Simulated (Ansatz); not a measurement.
One input, then a changed one: Ta (bcc type)

First run: DFT, PBE, PAW with Ansatz's default frozen-core files, scalar-relativistic (Ansatz 0.2.0).

Command: `ansatz run input.yaml --threads 1 --pin off --max-ram 3584MiB --backend cpu --events-out ev --progress --plain --runs-dir out` It took 5.2 s on 1 thread of Arm Neoverse V2 (shared host), peak memory 0.32 GiB.

```yaml
crystal:
  lattice:
    - [-1.6607199181, 1.6607199181, 1.6607199181]
    - [1.6607199181, -1.6607199181, 1.6607199181]
    - [1.6607199181, 1.6607199181, -1.6607199181]
  atoms:
    - { symbol: Ta, position: [0.0, 0.0, 0.0] }
kpoints:
  mp_grid: { grid: [18, 18, 18] }
scf:
  occupations: { method: fermi_dirac, width: 0.1 }
hamiltonian:
  xc: pbe
  pseudopotentials: { kind: paw }
output:
  forces: true
  stress: true
relax:
  f_tol: 0.005
  max_steps: 40
  cell: {}
```

The start is a guessed cell.

This run: bulk cell relaxed.

It converges in 17 SCF iterations over all geometries at a pressure of 0.00 GPa, ending at 18.30 Å³/atom, cutoff 420 eV.

A second run of a changed input logged this at its end:

```
Error: YAML parse error: `scf.occupations.method` is required: fixed only where the cell keeps a band gap throughout the run, explicit beside scf.occupations.values (under evaluate: without them), else a smearing such as fermi_dirac (scf.occupations.width is optional; its entry in the input reference gives the default)
```

Question: What was wrong with the input?

Answer: The fault: no occupation method, by this change (others could give a like log):
```diff
 scf:
-  occupations: { method: fermi_dirac, width: 0.1 }
+  max_iter: 75
 hamiltonian:
```
